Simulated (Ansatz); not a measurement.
A relaxed structure of FeCo. Space group Pm-3m (No. 221), CsCl type. Computed with PBEsol (plane waves to 420 eV, PAW, scalar-relativistic; Ansatz, a first-principles code).

```xyz
2
Lattice="2.8001 0.0000 0.0000 0.0000 2.8001 0.0000 0.0000 0.0000 2.8001" Properties=species:S:1:pos:R:3 pbc="T T T"
Fe     0.0000     0.0000     0.0000
Co     1.4001     1.4001     1.4001
```

Predict the magnetic moment from PBEsol.

Net 2.22 μB/atom, ferromagnetic.

Spin state reached: ferromagnetic (net 2.22 μB/atom), from parallel starting moments; other spin orders were not run from this start.

The run could not lose the symmetry of its start; a randomly shaken copy of 4 atoms returns to this structure.
